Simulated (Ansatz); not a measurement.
BaTiO3:
```cif
data_BaO3Ti
_chemical_formula_sum 'Ti1 Ba1 O3'
_space_group_name_H-M_alt 'P 1'
_space_group_IT_number 1
_cell_length_a 3.92632
_cell_length_b 3.92632
_cell_length_c 3.97445
_cell_angle_alpha 90.000
_cell_angle_beta 90.000
_cell_angle_gamma 90.000
loop_
_space_group_symop_operation_xyz
  'x, y, z'
loop_
_atom_site_label
_atom_site_type_symbol
_atom_site_fract_x
_atom_site_fract_y
_atom_site_fract_z
_atom_site_occupancy
Ti1 Ti 0.50000 0.50000 0.44110 1
Ba1 Ba 0.00000 0.00000 0.92873 1
O1 O 0.50000 0.50000 0.90752 1
O2 O 0.50000 0.00000 0.41433 1
O3 O 0.00000 0.50000 0.41433 1
```

Relaxed with LDA.

Give the optical modes at the zone centre with their infrared and Raman activity from DFPT, DFT-LDA in the program Ansatz with PAW potentials.

Transverse frequencies, without the LO–TO term; a row sums one degenerate level.

| ω (cm⁻¹) | degeneracy | IR ((D/Å)²/amu) | Raman (Å⁴/amu) | activity | symmetry |
|---|---|---|---|---|---|
| 97i | 2 | 157.16 | 180 | IR+Raman | E |
| 175 | 1 | 7.91 | 11 | IR+Raman | A1 |
| 180 | 2 | 3.53 | 0.26 | IR+Raman | E |
| 264 | 1 | 49.66 | 890 | IR+Raman | A1 |
| 289 | 2 | 0.22 | 25 | IR+Raman | E |
| 290 | 1 | 0.00 | 4.7 | Raman | B1 |
| 481 | 2 | 9.24 | 19 | IR+Raman | E |
| 509 | 1 | 10.63 | 630 | IR+Raman | A1 |

How high does the top mode go among those that the LO–TO term moves?

685 cm⁻¹ for q along x, 685 cm⁻¹ for q along y, 712 cm⁻¹ for q along z.

Space group P4mm. The LDA relaxation kept the symmetry of its start. At this level the phase is dynamically unstable (imaginary phonons). The run is not spin-polarised. Scalar-relativistic: spin–orbit coupling is off unless named, which matters more the heavier the elements.

Potentials: the later of the program's two PAW sets.
